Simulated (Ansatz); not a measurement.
GaOsC4N4: start and end of a relaxation

The guess for GaOsC4N4 was made by a generator: two interpenetrating cyanide-bridged diamond nets (P-43m, No. 215). Lengths were set from tabulated atomic sizes, so they are only a guess.

start.cif

```cif
data_structure
_symmetry_space_group_name_H-M 'P-43m'
_symmetry_Int_Tables_number 215
_cell_length_a 5.8324
_cell_length_b 5.8324
_cell_length_c 5.8324
_cell_angle_alpha 90.000
_cell_angle_beta 90.000
_cell_angle_gamma 90.000
_cell_volume 198.40
loop_
_atom_site_label
_atom_site_type_symbol
_atom_site_symmetry_multiplicity
_atom_site_Wyckoff_symbol
_atom_site_fract_x
_atom_site_fract_y
_atom_site_fract_z
_atom_site_occupancy
Ga1 Ga 1 b 0.50000 0.50000 0.50000 1
Os1 Os 1 a 0.00000 0.00000 0.00000 1
C1 C 4 e 0.18769 0.18769 0.18769 1
N1 N 4 e 0.30350 0.30350 0.30350 1
```

Level of theory: DFT PBE, scalar-relativistic, plane waves, PAW in Ansatz. Cutoff 420 eV, Gaussian smearing, Γ-centred meshes. Cell and atoms relax first on a coarse mesh and then on a converged one. In between, the cell is made exact in the group found at 0.06 Å. The steps can't lower the symmetry of their start. Collinear spin, starting moments Os 1.0 μB.

end.cif

```cif
data_structure
_symmetry_space_group_name_H-M 'P-43m'
_symmetry_Int_Tables_number 215
_cell_length_a 5.7904
_cell_length_b 5.7904
_cell_length_c 5.7904
_cell_angle_alpha 90.000
_cell_angle_beta 90.000
_cell_angle_gamma 90.000
_cell_volume 194.14
loop_
_atom_site_label
_atom_site_type_symbol
_atom_site_symmetry_multiplicity
_atom_site_Wyckoff_symbol
_atom_site_fract_x
_atom_site_fract_y
_atom_site_fract_z
_atom_site_occupancy
Ga1 Ga 1 b 0.50000 0.50000 0.50000 1
Os1 Os 1 a 0.00000 0.00000 0.00000 1
C1 C 4 e 0.19429 0.19429 0.19429 1
N1 N 4 e 0.31255 0.31255 0.31255 1
```

The symmetry stays P-43m (No. 215). The volume per atom shrinks by 2.1 %, from 19.8 to 19.4 Å³. The shortest distance goes from 1.17 Å (C–N) to 1.19 Å (C–N). The energy falls by about 0.06 eV/atom (the start's value is from the coarse mesh).

```yaml
Volume_per_atom: 19.41 Å³
Density: 3.11 g/cm³
Formation_energy: +0.466 eV/atom
Gap_on_the_6×6×6_mesh_of_the_10-atom_cell: 0.15 eV
Net_moment_per_atom: 0.30 μB
Moment_by_site: Os 0.6 μB
```

Energies over the elements count from the elements' standard structures at the same level (N₂ as a molecule), with no fitted energy shifts. A positive value: parting into the elements would lower its energy.

The last run used collinear spin and Gaussian smearing of 0.01 eV. These runs have no spin–orbit coupling, which can matter for Os. The reference form of C is held partly by dispersion forces, which this level lacks. The magnetic state reached may not be the lowest. Small gaps are read on the mesh alone, and bands can cross between its points. A structure relaxed within its symmetry needn't be a true minimum. In all, the 3 runs took 2.5 min on 1 thread of Intel(R) Xeon(R) Platinum 8488C (Sapphire Rapids), on a shared host.
